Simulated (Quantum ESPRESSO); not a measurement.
**Band energies of HgTe**

```xyz
6
Lattice="4.5174 0.0000 0.0000 -2.2587 3.9122 0.0000 0.0000 0.0000 10.2542" Properties=species:S:1:pos:R:3 pbc="T T T"
Te     1.2296     2.1297     5.1271
Te     2.0582     0.0000     1.7090
Te    -1.0291     1.7825     8.5452
Hg     1.4787     2.5612     0.0000
Hg     1.5600     0.0000     6.8361
Hg    -0.7800     1.3510     3.4181
```

PBEsol (pw.x of Quantum ESPRESSO, ONCV potentials, scalar-relativistic); path ΓMKΓALHA,LM,KH; energies in eV from the valence-band maximum.

```csv
k (1/Å),point,band 50,band 51,band 52,band 53,band 54,band 55,band 56,band 57
0.00,Γ,-1.18,-1.18,-0.24,-0.18,-0.18,0.42,2.10,2.10
0.20,,-1.27,-1.05,-0.73,-0.38,-0.14,0.79,2.00,2.38
0.40,,-1.89,-1.67,-1.41,-0.72,-0.36,1.10,1.76,2.20
0.60,,-2.38,-2.09,-1.63,-0.99,-0.74,0.74,1.47,1.85
0.80,M,-2.43,-2.25,-1.49,-1.11,-0.89,0.40,1.30,1.64
1.27,K,-2.93,-2.93,-1.51,-1.04,-1.04,0.63,1.43,1.43
1.45,,-2.88,-2.39,-1.72,-1.63,-0.63,0.93,1.20,2.06
1.64,,-2.27,-1.99,-1.92,-1.72,-0.31,1.40,1.43,2.51
1.82,,-1.83,-1.48,-1.19,-1.16,-0.14,1.62,1.65,2.05
2.19,Γ,-1.18,-1.18,-0.24,-0.18,-0.18,0.42,2.10,2.10
2.19,A,-1.25,-1.23,-0.21,-0.21,0.00,1.33,1.33,2.06
2.35,,-1.36,-1.22,-0.70,-0.38,-0.14,1.49,1.63,2.33
2.52,,-1.61,-1.42,-1.07,-0.69,-0.43,1.28,1.79,2.06
2.84,,-2.14,-1.97,-1.83,-1.09,-0.88,0.80,1.20,2.44
3.00,L,-2.59,-2.03,-2.02,-1.15,-0.91,0.80,1.23,2.37
3.23,,-2.74,-2.59,-2.47,-1.31,-0.61,1.14,1.31,2.25
3.46,H,-2.88,-2.55,-2.55,-2.14,-0.97,1.64,2.09,2.09
3.73,,-3.14,-1.94,-1.83,-1.51,-0.64,1.27,1.42,1.96
3.86,,-2.70,-1.62,-1.29,-1.19,-0.64,1.23,1.31,1.95
3.99,,-2.13,-1.35,-1.10,-0.79,-0.73,1.38,1.58,2.04
4.12,,-1.71,-1.17,-1.06,-0.61,-0.38,1.59,1.73,2.24
4.39,A,-1.25,-1.23,-0.21,-0.21,0.00,1.33,1.33,2.06
4.39,L,-2.59,-2.03,-2.02,-1.15,-0.91,0.80,1.23,2.37
4.54,,-2.18,-2.13,-1.98,-1.20,-0.86,0.83,0.99,2.19
4.69,M,-2.43,-2.25,-1.49,-1.11,-0.89,0.40,1.30,1.64
4.69,K,-2.93,-2.93,-1.51,-1.04,-1.04,0.63,1.43,1.43
5.00,H,-2.88,-2.55,-2.55,-2.14,-0.97,1.64,2.09,2.09
```

The PBEsol gap is indirect, 0.40 eV, from A to M; the smallest direct gap is 0.61 eV.

Without spin-orbit coupling, band edges of such heavy elements can be off by tenths of an eV.

Geometry relaxed with PBE+D3(BJ).

This is not the ordinary phase of the substance; no match was found in the copy of COD used, and its stability was not checked.
